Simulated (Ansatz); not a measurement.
BaIn₄:
```yaml
crystal:
  lattice:
    - [-2.50368, 2.50368, 6.04040]
    - [2.50368, -2.50368, 6.04040]
    - [2.50368, 2.50368, -6.04040]
  atoms:
    - { symbol: Ba, position: [0.00000, 0.00000, 0.00000] }
    - { symbol: In, position: [0.75000, 0.25000, 0.50000] }
    - { symbol: In, position: [0.25000, 0.75000, 0.50000] }
    - { symbol: In, position: [0.61716, 0.61716, 0.00000] }
    - { symbol: In, position: [0.38284, 0.38284, 0.00000] }
```

Relaxed with r²SCAN. Special points in fractions of this cell's reciprocal vectors: Γ (0.000, 0.000, 0.000); X (0.000, 0.000, 0.500); P (0.250, 0.250, 0.250); N (0.000, 0.500, 0.000); M (0.500, 0.500, -0.500); S (0.293, 0.707, -0.293); S0 (-0.293, 0.293, 0.293); R (-0.086, 0.086, 0.500); G (0.500, 0.500, -0.086).

Task: List the band energies nearest the Fermi level at these points for the program Ansatz at the r²SCAN level (PAW).

Result: In eV from the Fermi level; about four levels below and three above (degenerate sets whole), none deeper than 8.9 eV; points with the same levels are listed once.

```
k                    below                above
-  -----------------------  -------------------
Γ  -2.71 -2.13 -2.13 -0.08       0.52 0.52 1.59
X  -5.44 -2.82 -1.96 -1.77       1.17 2.10 2.52
P  -5.51 -2.61 -1.87 -1.87       0.38 2.62 2.62
N  -3.52 -1.29 -0.40 -0.16       0.18 0.55 0.73
M  -2.96 -2.16 -2.16 -0.12  0.42 1.06 1.35 1.35
S  -2.24 -1.51 -1.15 -0.15       0.28 0.77 1.72
R  -4.42 -2.96 -1.85 -1.66       1.08 2.03 2.56
```

Space group I4/mmm. The workflow started from a Materials Project entry (that database holds measured and hypothetical structures alike); the Crystallography Open Database copy checked does not list it. Its standing as an ambient phase is unchecked. Symmetry was held in the r²SCAN relaxation; whether a distortion lowers the energy is not shown. Scalar-relativistic: spin–orbit coupling is off unless named, which matters more the heavier the elements.

Potentials: the later of the program's two PAW sets.
